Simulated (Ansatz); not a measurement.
MgSe:
```cif
data_Mg4Se4
_chemical_formula_sum 'Mg4 Se4'
_space_group_name_H-M_alt 'F-43m'
_space_group_IT_number 216
_space_group_name_Hall 'F -4 2 3'
_cell_length_a 5.94698
_cell_length_b 5.94698
_cell_length_c 5.94698
_cell_angle_alpha 90.000
_cell_angle_beta 90.000
_cell_angle_gamma 90.000
loop_
_atom_site_label
_atom_site_type_symbol
_atom_site_symmetry_multiplicity
_atom_site_Wyckoff_symbol
_atom_site_fract_x
_atom_site_fract_y
_atom_site_fract_z
_atom_site_occupancy
Mg1 Mg 4 a 0.00000 0.00000 0.00000 1
Se1 Se 4 c 0.25000 0.25000 0.25000 1
```
(The calculation used a cell of 2 atoms; values per cell refer to that cell.)

Relaxed with r²SCAN. DFT-r²SCAN in the program Ansatz with PAW potentials gives a gap of 3.33 eV.

What gap does HSE06 give on the same cell (Ansatz, PAW)?

3.62 eV, 0.29 eV more. The hybrid was solved on a coarser mesh and at special points; its gap is the smallest among all of these.

```json
[
 {"k": "Γ", "v1 r²SCAN": "0.00", "c1 r²SCAN": "3.33", "v1 HSE06": "0.00", "c1 HSE06": "3.62"},
 {"k": "X", "v1 r²SCAN": "-1.11", "c1 r²SCAN": "3.89", "v1 HSE06": "(withheld)", "c1 HSE06": "(withheld)"},
 {"k": "L", "v1 r²SCAN": "-0.37", "c1 r²SCAN": "4.92", "v1 HSE06": "(withheld)", "c1 HSE06": "(withheld)"},
 {"k": "W", "v1 r²SCAN": "-1.39", "c1 r²SCAN": "5.66", "v1 HSE06": "(withheld)", "c1 HSE06": "(withheld)"},
 {"k": "K", "v1 r²SCAN": "-0.88", "c1 r²SCAN": "4.81", "v1 HSE06": "(withheld)", "c1 HSE06": "(withheld)"}
]
```

Top valence (v1) and lowest conduction level (c1) in eV from each method's valence maximum (which need not be a listed point): supply the withheld HSE06 values.


- W, v1 HSE06: -1.49
- W, c1 HSE06: 6.14
- K, v1 HSE06: -0.95
- K, c1 HSE06: 5.23
- X, v1 HSE06: -1.20
- X, c1 HSE06: 4.31
- L, v1 HSE06: -0.40
- L, c1 HSE06: 5.24

Cost on shared cores: the r²SCAN run (SCF on a 8×8×8 mesh, then bands and DOS) roughly 17 core-seconds, the HSE06 run (SCF on 6×6×6, then a few points) roughly 60 core-seconds; the tasks are unlike.

The workflow started from a Materials Project entry (that database holds measured and hypothetical structures alike); the Crystallography Open Database copy checked does not list it. COD files the formula under space group No. 225, so this cell is another polymorph or a model. Its standing as an ambient phase is unchecked. Symmetry was held in the r²SCAN relaxation; whether a distortion lowers the energy is not shown. Scalar-relativistic: spin–orbit coupling is off unless named, which matters more the heavier the elements.

Potentials: the later of the program's two PAW sets.
